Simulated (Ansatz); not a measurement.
Given:

Starting cell, TiB2 (AlB2 type, space group P6/mmm):

```xyz
3
Lattice="3.0249 0.0000 0.0000 -1.5124 2.6196 0.0000 0.0000 0.0000 3.2238" Properties=species:S:1:pos:R:3 pbc="T T T"
Ti     0.0000     0.0000     0.0000
B      0.0000     1.7464     1.6119
B      1.5124     0.8732     1.6119
```

In each cell atom 3 (B, nearest neighbour B at 1.746 Å; its periodic images, 3.0 Å or more away, move with it) moves by s·(0.707, 0.707, 0.000) (along Cartesian [110]), the rest being held.

Level of theory: r2SCAN (plane waves to 500 eV, PAW, scalar-relativistic; Ansatz, a quantum-chemistry and plane-wave program). k mesh 14×14×12 (Γ-centred), Fermi-Dirac smearing 0.05 eV. The energy includes the smearing's −TS. Left out: 1 of 11 points, with atoms too close for the PAW data. With partly filled bands, energies and forces of such displacements shift with the k mesh and the smearing. The PAW data are Ansatz's earlier set. TiB2 is run without spin polarisation. TiB2 was relaxed with its symmetry unable to fall. ΔE is measured from the undisplaced structure.

The scan covers s from -0.520 to 0.416 Å in 10 points.

Task: Is the energy the same for displacements of ±0.416 Å, and if not, which side lies higher?

Result: Not even: the positive side lies higher at ±0.416 Å. With its periodic images moving along, the atom's site symmetry in this cell is -6m2.

Task: What force acts on the atom along the line at s = -0.520 Å?

Result: 8.22 eV/Å.

Task: What is the energy change at s = 0.416 Å?

Result: 2290 meV/cell.

Task: What is the force constant k = d²E/ds² of this move at s = 0?

Result: 19.4 eV/Å².

(A displaced cell: forces are minus the slopes of the energy, force constants its curvatures, and phonons follow from these.)
